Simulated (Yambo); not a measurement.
G0W0@PBEsol for Ba$_{3}$ZnN$_{2}$O (space group P4/mmm, No. 123) in Yambo. Reference settings: 4×4×1 Γ-centred k mesh, bands 5 to 235 and a 7 Ry block in the screening, 235 bands in G with the Bruneval-Gonze terminator, plasmon pole fitted at 27.2 eV. The PBEsol gap Γ → Γ on this mesh is 0.84 eV; G0W0 gaps are taken between the same points.

The settings were changed. The gap went from 1.42 eV to 1.09 eV, and the shift of the valence edge from -0.25 eV to 0.59 eV.

### Question
What was changed between the two runs?
A) 3 Ry block
B) 92 bands in G, no terminator
C) 6 Ry block
D) 154 bands in G, no terminator

### Answer
B, 92 bands in G, no terminator. The others gave (gap, valence shift): 6 Ry block: 1.38, -0.21 eV; 154 bands in G, no terminator: 1.24, 0.14 eV; 3 Ry block: 1.23, -0.07 eV.

Geometry of the Materials Project entry, not relaxed at this level; primitive cell a = b = 4.150 Å, c = 9.293 Å, α = β = γ = 90.00°.

The structure is a Materials Project entry; no match was found in the copy of COD used, and its stability was not checked.

A shift is the quasiparticle energy of the state minus its PBEsol energy.
